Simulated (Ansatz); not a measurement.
VBiO4 (scheelite type, space group I4_1/a)

```
CELL_PARAMETERS angstrom
     -2.58302     2.58302     5.88974
      2.58302    -2.58302     5.88974
      2.58302     2.58302    -5.88974
ATOMIC_POSITIONS crystal
  Bi 0.75000 0.25000 0.50000
  Bi 0.00000 0.00000 0.00000
  V  0.25000 0.75000 0.50000
  V  0.50000 0.50000 0.00000
  O  0.07895 0.96647 0.38925
  O  0.57722 0.68970 0.61075
  O  0.71647 0.82722 0.38752
  O  0.43970 0.32895 0.61248
  O  0.67105 0.28353 0.11075
  O  0.17278 0.56030 0.88925
  O  0.03353 0.42278 0.11248
  O  0.31030 0.92105 0.88752
```

The slice is a (001) plane (indices of the conventional cell) through the point (0.671, 0.283, 0.111) (fractional), spanned by u = [101] and v = [011] in vectors of this cell: u (5.17 Å) and v (5.17 Å, at 90° to u). It covers one period; positions are fractions (u, v).

Level of theory: PBE (plane waves to 420 eV, PAW, scalar-relativistic; Ansatz, an electronic-structure program). k mesh 7×7×7. These are valence fields of a PAW run, semicore shells included where kept as valence: close to a nucleus they are smooth pseudo fields. Spin-orbit coupling is left out, though Bi is heavy. The PAW data are Ansatz's earlier set. This is one of several known forms of VBiO4; the measured ambient cells at hand have space group No. 15 or 60. VBiO4 is run without spin polarisation. VBiO4 was relaxed with its symmetry unable to fall.

Task: Sketch the electrostatic potential energy of an electron, from the cell's mean on this plane as a map.

Result: 
```
v \ u  0.00  0.10  0.20  0.30  0.40  0.50  0.60  0.70  0.80  0.90
-----  ----  ----  ----  ----  ----  ----  ----  ----  ----  ----
0.90      x  <1.0   6.4   6.3   7.7   8.7   8.5   7.7   7.9  <1.0
0.75    7.4   2.2  <1.0  <1.0   2.2   7.0   9.1   9.6   9.5   9.2
0.60    6.4  <1.0  <1.0  <1.0  <1.0   6.4   8.9   9.4   9.4   8.9
0.45    8.2   5.5   2.4   2.6   5.3   6.6   8.7   9.3   9.2   9.1
0.30    8.7   8.8   8.2   7.9     x     x     x   4.3   4.0   6.7
0.15    3.3   7.8   9.3   9.2   7.0     x   1.5  <1.0  <1.0   2.3
0.00      x     x   8.1   8.6   8.9   8.6   6.1   2.6   2.9     x
```

Values: electrostatic potential energy of an electron, from the cell's mean, in eV. Points within 0.7 Å of a nucleus are blanked (x), as the pseudised field means little there. Values under 1 eV are set to 1. The zero, the cell's mean, hangs on the PAW cores.
